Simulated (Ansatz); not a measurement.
GaN:
```
GaN
1.0
    0.00000     2.24890     2.24890
    2.24890     0.00000     2.24890
    2.24890     2.24890     0.00000
N Ga
1 1
Direct
  0.75000   0.75000   0.75000
  0.00000   0.00000   0.00000
```

Tensor components refer to the Cartesian frame of this cell.

Give the high-frequency dielectric tensor and the Born effective charge tensors of the independent atoms from DFPT, r²SCAN in the plane-wave PAW code Ansatz.


ε∞:
```
5.50  0.00  0.00
0.00  5.50  0.00
0.00  0.00  5.50
```
Z* of atom 1 (N), rows: field, columns: displacement, in e:
```
-2.67   0.00   0.00
 0.00  -2.67   0.00
 0.00   0.00  -2.67
```
Z* of atom 2 (Ga), rows: field, columns: displacement, in e:
```
2.67  0.00  0.00
0.00  2.67  0.00
0.00  0.00  2.67
```

Static charges for comparison (Bader): N1 -1.64, Ga2 +1.64 e. Born charges measure polarisation by displacement and can exceed these by far.

Space group F-43m (zinc blende). The r²SCAN relaxation kept the symmetry of its start. Spin–orbit coupling is left out wherever it is not named.

Potentials: the later of the program's two PAW sets.
